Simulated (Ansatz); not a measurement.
A relaxation of cell and atoms of an ordered 8-atom cell of Ga₄Sb₃As on the zincblende lattice (Amm2) with Ansatz, at the level PBE. The starting cell was estimated from covalent radii.

```yaml
crystal:
  lattice:
    - [4.1404133371, 0.0, 0.0]
    - [0.0, 4.1404133371, 5.8554286951]
    - [0.0, -4.1404133371, 5.8554286951]
  atoms:
    - { symbol: As, position: [0.0, 0.0, 0.0] }
    - { symbol: Sb, position: [0.5, 0.0, 0.5] }
    - { symbol: Sb, position: [0.5, 0.5, 0.0] }
    - { symbol: Sb, position: [0.0, 0.5, 0.5] }
    - { symbol: Ga, position: [0.5, 0.875, 0.875] }
    - { symbol: Ga, position: [0.0, 0.875, 0.375] }
    - { symbol: Ga, position: [0.0, 0.375, 0.875] }
    - { symbol: Ga, position: [0.5, 0.375, 0.375] }
kpoints:
  mp_grid: { grid: [6, 4, 4] }
hamiltonian:
  xc: pbe
scf:
  occupations: { method: fermi_dirac, width: 0.02 }
relax:
  f_tol: 0.005
  cell: {}
```

The trajectory has 6 recorded frames, each with positions in Å and forces in eV/Å. Some frames, the last among them, repeat a geometry solved again on a basis re-selected at its cell; pressure is positive in compression.

Step 1: energy 0.0 meV/atom from step 1, largest force component 1.322 eV/Å, pressure +8.35 GPa
```xyz
8
Lattice="4.1404 0.0000 0.0000 0.0000 4.1404 5.8554 0.0000 -4.1404 5.8554" Properties=species:S:1:pos:R:3:forces:R:3 pbc="T T T"
As    0.0000    0.0000    0.0000    0.0000    0.0000    0.0648
Sb    2.0702   -2.0702    2.9277    0.0000    0.1228    0.0091
Sb    2.0702    2.0702    2.9277    0.0000   -0.1228    0.0091
Sb    0.0000    0.0000    5.8554    0.0000    0.0000   -0.0824
Ga    2.0702    0.0000   10.2470    0.0000    0.0000    1.3223
Ga    0.0000    2.0702    7.3193    0.0000    0.9241   -0.6585
Ga    0.0000   -2.0702    7.3193    0.0000   -0.9241   -0.6585
Ga    2.0702    0.0000    4.3916    0.0000    0.0000   -0.0059
```

Step 2: energy -92.0 meV/atom from step 1, largest force component 0.492 eV/Å, pressure -0.67 GPa
```xyz
8
Lattice="4.3454 0.0000 0.0000 0.0000 4.3349 6.1152 0.0000 -4.3349 6.1152" Properties=species:S:1:pos:R:3:forces:R:3 pbc="T T T"
As    0.0000    0.0000   -0.0133    0.0000    0.0000    0.1329
Sb    2.1727   -2.1804    3.0573    0.0000    0.1017   -0.0165
Sb    2.1727    2.1804    3.0573    0.0000   -0.1017   -0.0165
Sb    0.0000    0.0000    6.1235    0.0000    0.0000   -0.0323
Ga    2.1727    0.0000   10.8657    0.0000    0.0000   -0.4921
Ga    0.0000    2.2844    7.5650    0.0000   -0.2485    0.2618
Ga    0.0000   -2.2844    7.5650    0.0000    0.2485    0.2618
Ga    2.1727    0.0000    4.5857    0.0000    0.0000   -0.0992
```

Problem. Estimate where the relaxation ends.

Solution.
Step 3: energy -96.4 meV/atom from step 1, largest force component 0.115 eV/Å, pressure -0.34 GPa
```xyz
8
Lattice="4.3342 0.0000 0.0000 0.0000 4.3301 6.1037 0.0000 -4.3301 6.1037" Properties=species:S:1:pos:R:3:forces:R:3 pbc="T T T"
As    0.0000    0.0000    0.0060    0.0000    0.0000   -0.0649
Sb    2.1671   -2.1471    3.0495    0.0000   -0.1150    0.0006
Sb    2.1671    2.1471    3.0495    0.0000    0.1150    0.0006
Sb    0.0000    0.0000    6.1068    0.0000    0.0000    0.0677
Ga    2.1671    0.0000   10.7743    0.0000    0.0000    0.0398
Ga    0.0000    2.2496    7.5784    0.0000    0.0493   -0.0180
Ga    0.0000   -2.2496    7.5784    0.0000   -0.0493   -0.0180
Ga    2.1671    0.0000    4.5828    0.0000    0.0000   -0.0078
```

Step 4: energy -97.0 meV/atom from step 1, largest force component 0.013 eV/Å, pressure -0.09 GPa
```xyz
8
Lattice="4.3238 0.0000 0.0000 0.0000 4.3198 6.0957 0.0000 -4.3198 6.0957" Properties=species:S:1:pos:R:3:forces:R:3 pbc="T T T"
As    0.0000    0.0000   -0.0004    0.0000    0.0000    0.0061
Sb    2.1619   -2.1572    3.0461    0.0000    0.0071    0.0021
Sb    2.1619    2.1572    3.0461    0.0000   -0.0071    0.0021
Sb    0.0000    0.0000    6.1039    0.0000    0.0000   -0.0028
Ga    2.1619    0.0000   10.7687    0.0000    0.0000    0.0079
Ga    0.0000    2.2494    7.5678    0.0000   -0.0019   -0.0125
Ga    0.0000   -2.2494    7.5678    0.0000    0.0019   -0.0125
Ga    2.1619    0.0000    4.5699    0.0000    0.0000    0.0096
```

Step 5: energy -97.0 meV/atom from step 1, largest force component 0.002 eV/Å, pressure -0.01 GPa
```xyz
8
Lattice="4.3198 0.0000 0.0000 0.0000 4.3180 6.0932 0.0000 -4.3180 6.0932" Properties=species:S:1:pos:R:3:forces:R:3 pbc="T T T"
As    0.0000    0.0000   -0.0003    0.0000    0.0000   -0.0011
Sb    2.1599   -2.1552    3.0452    0.0000   -0.0002    0.0000
Sb    2.1599    2.1552    3.0452    0.0000    0.0002    0.0000
Sb    0.0000    0.0000    6.1022    0.0000    0.0000   -0.0006
Ga    2.1599    0.0000   10.7644    0.0000    0.0000   -0.0002
Ga    0.0000    2.2487    7.5631    0.0000   -0.0001    0.0017
Ga    0.0000   -2.2487    7.5631    0.0000    0.0001    0.0017
Ga    2.1599    0.0000    4.5696    0.0000    0.0000   -0.0015
```

Step 6: energy -97.7 meV/atom from step 1, largest force component 0.002 eV/Å, pressure 0.00 GPa
```xyz
8
Lattice="4.3198 0.0000 0.0000 0.0000 4.3180 6.0932 0.0000 -4.3180 6.0932" Properties=species:S:1:pos:R:3:forces:R:3 pbc="T T T"
As    0.0000    0.0000   -0.0003    0.0000    0.0000   -0.0009
Sb    2.1599   -2.1552    3.0452    0.0000    0.0000    0.0000
Sb    2.1599    2.1552    3.0452    0.0000    0.0000    0.0000
Sb    0.0000    0.0000    6.1022    0.0000    0.0000   -0.0007
Ga    2.1599    0.0000   10.7644    0.0000    0.0000   -0.0005
Ga    0.0000    2.2487    7.5631    0.0000   -0.0003    0.0018
Ga    0.0000   -2.2487    7.5631    0.0000    0.0003    0.0018
Ga    2.1599    0.0000    4.5696    0.0000    0.0000   -0.0015
```

In 5 steps the volume changed by +13.2 %; between the first SCF and the last, each on a basis chosen for its cell, the energy fell by 97.7 meV an atom. At the end: the symmetry is Amm2 (No. 38, orthorhombic); a = 4.320 Å, b = 8.636 Å, c = 12.186 Å in the conventional setting, 28.41 Å³ an atom. Around As lie 4 Ga at 2.54–2.59 Å; around Sb lie 4 Ga at 2.64–2.71 Å; around Sb lie 4 Ga at 2.65–2.68 Å; around Ga lie 2 As at 2.59 Å and 2 Sb at 2.71 Å; around Ga lie 1 As at 2.54 Å and 3 Sb at 2.67–2.68 Å; around Ga lie 4 Sb at 2.64–2.65 Å.

Run as `ansatz run input.yaml --threads 4 --pin off --max-ram 6451MiB --backend cpu --events-out ev --progress --plain --runs-dir out`. Wall time 100 s on 4 threads of Intel(R) Xeon(R) Processor @ 2.50GHz (Skylake/Cascade Lake), with other jobs on the host, load about 0.9 per core; peak host memory 0.84 GiB.

These are computed values for a spin-unpolarised cell that may be hypothetical; none is a measurement.
